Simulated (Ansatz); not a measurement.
Starting cell, Rh (fcc, Cu type):

```yaml
crystal:
  lattice:
    - [0.00000, 3.83006, 3.83006]
    - [1.91503, 0.00000, 1.91503]
    - [1.91503, 1.91503, 0.00000]
  atoms:
    - { symbol: Rh, position: [0.00000, 0.00000, 0.00000] }
    - { symbol: Rh, position: [0.50000, 0.00000, 0.00000] }
```

A phonon eigenvector at L = (0.5, 0.0, 0.0) is frozen into this cell: atom i moves by Q times the vector below, so Q is the largest atomic displacement, in Å. The cell is held. It is one choice among 2 degenerate patterns. (q is in reciprocal vectors of the primitive cell; the cell shown is doubled to hold the pattern.)

```tsv
atom	x	y	z
Rh1	0.285	-0.520	0.805
Rh2	-0.285	0.520	-0.805
```

Computed with PBE (plane waves to 420 eV, PAW, scalar-relativistic; Ansatz, a program for electronic structure). k mesh 21×21×21 (Γ-centred), Fermi-Dirac smearing 0.05 eV. With partly filled bands, energies and forces of such displacements shift with the k mesh and the smearing. Rh is run without spin polarisation. Rh was relaxed with its symmetry unable to fall. 

| Q (Å) | −dE/dQ from forces (eV/Å) |
|---|---|
| -0.100 | 1.322 |
| -0.083 | 1.117 |
| -0.067 | 0.902 |
| -0.050 | 0.680 |
| -0.033 | 0.455 |
| -0.017 | 0.228 |
| 0.000 | 0.000 |
| 0.017 | -0.228 |
| 0.033 | -0.455 |
| 0.050 | -0.680 |
| 0.067 | -0.902 |
| 0.083 | -1.117 |
| 0.100 | -1.322 |

Problem. What harmonic wavenumber does the curvature at Q = 0 give?

Solution. 134 cm⁻¹. E″ = 13.69 eV/Å², M = Σ mᵢ|uᵢ|² = 205.8 u, ν̃ = 521.5·√(|E″|/M).

(A displaced cell: forces are minus the slopes of the energy, force constants its curvatures, and phonons follow from these.)
